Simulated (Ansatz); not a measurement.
The numbers come from plane-wave PAW DFT (Ansatz): r2SCAN, no spin polarisation, 500 eV, 5×9×6 Γ-centred k points, fermi-dirac occupations (width 0.1 eV). Nothing was relaxed.

Computed maps in the lattice plane spanned by a (left to right, 7.79 Å, 24 points from zero) and c (bottom to top, 5.66 Å, 17 points from zero), 90° apart, at height 0.250 along b. The fields are smooth PAW ones with compensation charges, not the true ones near nuclei.

Valence density. Digits on a logarithmic scale: 0 up to 0.03 e/Å³, each further digit a factor of 1.6, 9 from 1.3 e/Å³ up:
```
445677544568999754433334
445544444569999865433344
555544444568999865433445
777654444457898654444456
999754444455666554444467
999865433444555544444569
999865433334445555444569
999754433333446899754457
666554433333458999974455
555544333333469999995444
444444433333469999985444
445677543333358999974333
347999964333346899754333
459999984434444555443333
469999995444444444433333
469999985445555544433333
447999964456787654433333
```

ELF. Ten even steps from '0' (0.00) to '9' (0.84):
```
521132113532001246644456
664211135531030236544466
555654456532000246544566
333466555643212356555653
101346545665434566555643
010246544566666532345531
000246544456642111124532
112346654555311465312432
233466655554115999821343
444555555654117999940244
332211134553117999950133
210122112443114999820233
102788511233201465311343
116999940133321111113443
118999950134444333345553
116999931244333566555554
213788511443222356655555
```

Problem. The cell is HfGa. Which atoms lie within 0.2 Å of this plane, and where (fractions of a and c)?

Solution. Ga at (0.04, 0.63), Ga at (0.54, 0.87), Hf at (0.18, 0.12), Hf at (0.68, 0.38). The whole cell:
```
Ga Hf
1.0
     7.78667    0.00000    0.00000
     0.00000    3.83042    0.00000
     0.00000    0.00000    5.65747
Ga Hf
4 4
Cartesian
  0.2959 0.9576 3.5472
  3.5974 2.8728 0.7185
  4.1892 0.9576 4.9390
  7.4908 2.8728 2.1102
  1.3946 0.9576 0.6614
  2.4987 2.8728 3.4901
  5.2879 0.9576 2.1674
  6.3921 2.8728 4.9961
```

Origin: a known structure type with other elements, at an estimated volume, so it need not be a known compound.
